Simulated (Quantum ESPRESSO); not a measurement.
PdCdF$_{6}$ has the trigonal space group R-3, hexagonal axes (No. 148), Pearson symbol hR8. Conventional cell: a = b = 5.057 Å, c = 14.505 Å, α = β = 90.00°, γ = 120.00°. F on 18f is surrounded by 1 Pd at 1.920 Å and 1 Cd at 2.236 Å (bent). Pd on 3a is coordinated by 6 F at 1.920 Å (octahedral). Cd on 3b sees 6 F at 2.236 Å (octahedral). (Neighbours: up to the widest gap in distance over summed covalent radii, below 1.35, at either atom; cation-cation contacts left out.)
(The calculation used a cell of 8 atoms; values per cell refer to that cell.)

The geometry is that of Materials Project entry mp-13984, symmetrised and not relaxed again.

### Question
What does norm-conserving PBEsol (Quantum ESPRESSO, 102 Ry, scalar-relativistic) give for the electronic structure near the Fermi level?

### Answer
The PBEsol gap is direct, 1.82 eV at F. Spin-orbit splittings are left out.
